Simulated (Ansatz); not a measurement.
Starting cell, TiTe₂ (CdI2 type):

```
TiTe2
1.0
    3.69732     0.00000     0.00000
   -1.84866     3.20197     0.00000
    0.00000     0.00000     6.38398
Ti Te
1 2
Direct
  0.00000   0.00000   0.00000
  0.33333   0.66667   0.27110
  0.66667   0.33333   0.72890
```

Scan: atom 1 (Ti, nearest neighbour Te at 2.748 Å; its periodic images, 3.7 Å or more away, move with it) is displaced along Cartesian x, direction (1.000, 0.000, 0.000) in Cartesian axes, by s. The other atoms stay.

The numbers are results of PBE-D3(BJ) (plane waves to 420 eV, PAW, scalar-relativistic; Ansatz, a program for electronic structure), not measurements. k mesh 12×12×6 (Γ-centred), Fermi-Dirac smearing 0.05 eV. The energy includes the smearing's −TS. With partly filled bands, energies and forces of such displacements shift with the k mesh and the smearing. Spin-orbit coupling is left out, though Te is heavy. TiTe2 is run without spin polarisation. TiTe2 was relaxed with its symmetry unable to fall. The zero of ΔE is the undisplaced structure. The last digit holds for this mesh only.

```json
[
 {"s (Å)": "-0.820", "ΔE (meV/cell)": "2292.0"},
 {"s (Å)": "-0.656", "ΔE (meV/cell)": "1357.3"},
 {"s (Å)": "-0.492", "ΔE (meV/cell)": "withheld"},
 {"s (Å)": "-0.328", "ΔE (meV/cell)": "274.1"},
 {"s (Å)": "-0.164", "ΔE (meV/cell)": "67.6"},
 {"s (Å)": "0.000", "ΔE (meV/cell)": "0.0"},
 {"s (Å)": "0.164", "ΔE (meV/cell)": "67.6"},
 {"s (Å)": "0.328", "ΔE (meV/cell)": "274.1"},
 {"s (Å)": "0.492", "ΔE (meV/cell)": "withheld"},
 {"s (Å)": "0.656", "ΔE (meV/cell)": "1357.3"},
 {"s (Å)": "0.820", "ΔE (meV/cell)": "2292.0"}
]
```

Task: Fit an even polynomial form (powers 2, 4, 6) to the given rows and predict ΔE at s = 0.492.

Result: Least squares on the 9 given rows: ΔE = (2299)·s² + (2583)·s⁴ + (-1387)·s⁶, in meV/cell with s in Å; root-mean-square residual 1.97 meV/cell. At 0.492 the fit gives 688.2 meV/cell; the calculation gives 682.9 meV/cell, so the interpolation is off by 5.3 (+0.8 %). The quadratic term alone would give 556.5 meV/cell.

(A displaced cell: forces are minus the slopes of the energy, force constants its curvatures, and phonons follow from these.)
